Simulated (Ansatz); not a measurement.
SiS2:
```cif
data_S8Si4
_chemical_formula_sum 'Si4 S8'
_space_group_name_H-M_alt 'P21/c'
_space_group_IT_number 14
_space_group_name_Hall '-P 2ybc'
_cell_length_a 6.22555
_cell_length_b 7.83226
_cell_length_c 5.84807
_cell_angle_alpha 90.000
_cell_angle_beta 103.830
_cell_angle_gamma 90.000
loop_
_atom_site_label
_atom_site_type_symbol
_atom_site_symmetry_multiplicity
_atom_site_Wyckoff_symbol
_atom_site_fract_x
_atom_site_fract_y
_atom_site_fract_z
_atom_site_occupancy
Si1 Si 4 e 0.12159 0.13525 0.11584 1
S1 S 4 e 0.22726 0.89395 0.01181 1
S2 S 4 e 0.25088 0.14232 0.48861 1
```

Relaxed with r²SCAN+D4.

### Question
Tabulate the valence density and the electron localisation function along the shortest Si–S contact (2.13 Å), DFT-r²SCAN+D4 in the program Ansatz with PAW potentials.

### Answer


```csv
distance from Si (Å),density (e/Å³),ELF
0.21,0.08,0.30
0.32,0.15,0.23
0.43,0.25,0.33
0.53,0.38,0.54
0.64,0.51,0.75
0.74,0.61,0.85
0.85,0.70,0.89
0.96,0.77,0.90
1.06,0.85,0.90
1.17,0.96,0.90
1.28,1.08,0.89
1.38,1.20,0.86
1.49,1.26,0.80
1.60,1.20,0.65
1.70,0.98,0.40
1.81,0.66,0.14
1.91,0.30,0.02
```

The density is the valence pseudo-density with augmentation charge, so density and ELF within about 1 Å of a nucleus are not all-electron values.

Space group P2_1/c. The first step of the workflow began from a Materials Project structure, measured or hypothetical; the Crystallography Open Database copy checked does not list it. COD files the formula under space group No. 72, 122, so this cell is another polymorph or a model. Whether it is the stable phase at ambient conditions was not checked. The r²SCAN+D4 relaxation kept the symmetry of its start; its stability against distortions is not shown here.

Potentials: the later of the program's two PAW sets.
